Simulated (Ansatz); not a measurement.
AlN (CsCl type, Pm-3m) at seven volumes, r²SCAN in the plane-wave PAW code Ansatz, scaled uniformly. One row is withheld.

```json
[
 {"V (Å³/atom)": "7.865", "P (GPa)": "24.74"},
 {"V (Å³/atom)": "8.124", "P (GPa)": "15.19"},
 {"V (Å³/atom)": "8.383", "P (GPa)": "7.02"},
 {"V (Å³/atom)": "8.642", "P (GPa)": "-0.01"},
 {"V (Å³/atom)": "8.902", "P (GPa)": "?"},
 {"V (Å³/atom)": "9.161", "P (GPa)": "-11.17"},
 {"V (Å³/atom)": "9.420", "P (GPa)": "-15.56"}
]
```

Q: Fit the shown pressures and predict the withheld one.

A: P = (3/2)B₀(x^(7/2) − x^(5/2))[1 + (3/4)(B′ − 4)(x − 1)] with x = (V₀/V)^(2/3). Least squares on the six rows gives V₀ = 8.642 Å³/atom, B₀ = 216 GPa, B′ = 4.14. At V = 8.902, x = 0.9804 and P = -6.02 GPa. The run itself gave -6.03 GPa.

A made-up cell: these elements were put on the sites of a structure type; neither database checked (COD, Materials Project) lists it. It is not the phase usual at ambient conditions (space group No. 186, 216). The r²SCAN relaxation kept the symmetry of its start. At this level the phase is mechanically unstable.

Potentials: the later of the program's two PAW sets.
